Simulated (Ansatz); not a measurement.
ZrSn₃O₈ on the sites of monoclinic HfO2, 12 atoms and 102 valence electrons in a cell of about 144 Å³, was run 8 times in the plane-wave code Ansatz, each time on 1 × NVIDIA H100 80GB HBM3 with 2 threads of AMD EPYC 7R13 Processor (Zen 3), with other jobs on the host. The times are single readings and vary with the host's load.

```tsv
run	k mesh	irreducible k	cutoff (eV)	plane waves	bands	SCF iterations	wall time	peak host memory (GiB)
relaxation, PBE	6×6×6	112	420	2911	63	158	3.4 min	1.4
relaxation, r2SCAN	4×6×4	52	500	3689	63	42	23 s	1.5
bands, PBE	6×6×4	60	420	2817	58	8	?	?
single point, r2SCAN	6×6×4	60	500	3689	58	8	3.8 s	1.4
single point, HSE06	4×4×4	30	420	2817	58	18	?	?
single point, PBE+SOC	6×6×4	60	420	2817	116	11	?	?
field response, r2SCAN	4×4×4	36	500	3689	63	16	54 s	3.4
single point, PBE0	4×4×4	30	420	2817	58	18	?	?
```

Task: Estimate the missing times and memories.

Result:
```csv
run,wall time,peak host memory (GiB)
"bands, PBE",5.3 s,1.4
"single point, HSE06",87 s,4.3
"single point, PBE0",79 s,4.3
"single point, PBE+SOC",11 s,1.4
```

Only the levels marked +SOC include spin-orbit coupling.
